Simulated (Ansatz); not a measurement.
**How far is PAW off for Bi2Te3?**

```yaml
crystal:
  lattice:
    - [2.20029, 1.27034, 10.19944]
    - [-2.20029, 1.27034, 10.19944]
    - [0.00000, -2.54067, 10.19944]
  atoms:
    - { symbol: Bi, position: [0.40000, 0.40000, 0.40000] }
    - { symbol: Bi, position: [0.60000, 0.60000, 0.60000] }
    - { symbol: Te, position: [0.00000, 0.00000, 0.00000] }
    - { symbol: Te, position: [0.20950, 0.20950, 0.20950] }
    - { symbol: Te, position: [0.79050, 0.79050, 0.79050] }
```

Atom numbers follow the list: Bi1, Bi2, Te3, Te4, Te5.

The cell is COD entry 9011962, as deposited and not checked against the literature; nothing was relaxed. The listed cell was then made from it by scaling, straining or moving an atom.

No spin–orbit coupling, which matters for the heavy atoms here.

Levels of theory: DFT, PBEsol, PAW with Ansatz's default frozen-core files, scalar-relativistic (Ansatz 0.2.0); DFT, PBEsol, all-electron PAW with datasets made for the crystal, scalar-relativistic (Ansatz 0.2.0); DFT, PBEsol, all-electron LAPW, scalar-relativistic (Ansatz 0.2.0).

For PAW: a Γ-centred 7×7×7 k mesh, Fermi–Dirac smearing of 0.08 eV, cutoff 420 eV, no spin polarisation; the PAW files were made with PBE, and the program remakes their frozen cores for this functional. The crystal-made all-electron datasets (AE datasets) take a cutoff of 240 eV at this cell. LAPW targets a basis error of 1 meV/atom. The Ansatz runs share mesh, smearing and spin set-up. Plane-wave (PAW) pressures include the program's estimate of the Pulay term.

Stress and pressure are positive in compression.

The change that made this cell: volume scaled by 1.01.

No spin–orbit coupling: at heavy atoms the gradients can be off by tens of per cent for that reason.

```json
{"quantity": "pressure (GPa)", "PAW": "-1.09", "AE datasets": "-1.07", "LAPW": "-1.07"}
{"quantity": "stress xx (GPa)", "PAW": "-0.98", "AE datasets": "-0.96", "LAPW": "-0.96"}
{"quantity": "stress zz (GPa)", "PAW": "-1.32", "AE datasets": "-1.30", "LAPW": "-1.30"}
{"quantity": "force on Bi1, z (eV/Å)", "PAW": "0.070", "AE datasets": "0.069", "LAPW": "0.069"}
{"quantity": "force on Te4, z (eV/Å)", "PAW": "0.174", "AE datasets": "0.172", "LAPW": "0.173"}
{"quantity": "band gap (eV)", "PAW": "0.244", "AE datasets": "0.244", "LAPW": "0.244"}
{"quantity": "field gradient Vzz at Bi1 (10²¹ V/m²)", "PAW": "2.31", "AE datasets": "2.29", "LAPW": "–"}
{"quantity": "field gradient Vzz at Te3 (10²¹ V/m²)", "PAW": "9.77", "AE datasets": "9.74", "LAPW": "–"}
{"quantity": "field gradient Vzz at Te4 (10²¹ V/m²)", "PAW": "1.17", "AE datasets": "1.16", "LAPW": "–"}
```

PAW's pressure differs from the LAPW value by -0.02 GPa.
